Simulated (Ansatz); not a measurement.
A trial structure of K3TaH6 was built thus: random cell by space group and Wyckoff sites (Fm-3m, No. 225). Lengths were set from tabulated atomic sizes, so they are only a guess.

Space group Fm-3m (No. 225). a = 8.969 Å, b = 8.969 Å, c = 8.969 Å, α = 90.00°, β = 90.00°, γ = 90.00°
```csv
atom,site,symmetry,x,y,z
K,4b,m-3m,0.5000,0.0000,0.0000
K,8c,-43m,0.2500,0.7500,0.7500
Ta,4a,m-3m,0.0000,0.0000,0.0000
H,24e,4m.m,0.2060,0.0000,0.0000
```

Level of theory: DFT PBE, scalar-relativistic, plane waves, PAW (Ansatz 0.2.0). Cutoff 420 eV, Gaussian smearing, Γ-centred meshes. Cell and atoms relax first on a coarse mesh and then on a finer one. In between, the cell is made exact in the group found at 0.06 Å. In metals the finer mesh still leaves noise of several meV/atom or more. The steps can't lower the symmetry of their start. No spin polarisation.

A guess keeps its type if space group and coordination stay and the shape of the cell changes little (axis ratios within about 15 %, angles within 6°); the volume may change.

Problem. Will the relaxed cell still be of the starting type?

Solution. It keeps its type. The symmetry stays Fm-3m (No. 225). The volume per atom shrinks by 3.3 %, from 18.0 to 17.4 Å³. The shortest distance goes from 1.85 Å (Ta–H) to 1.90 Å (Ta–H). Counting neighbours within 15 % of an atom's shortest distance, the start has H 1, K 6/12, Ta 6 and the end H 1, K 6/12, Ta 6.

The last run used an 8×8×8 mesh for its 10-atom cell and Gaussian smearing of 0.10 eV. These runs have no spin–orbit coupling, which can matter for Ta. The cell is a metal run without spin; a magnetic state may lie lower. Symmetry constrained the relaxation, so the result can be a saddle point.

In counts of neighbours, a slash parts the counts of unlike sites.
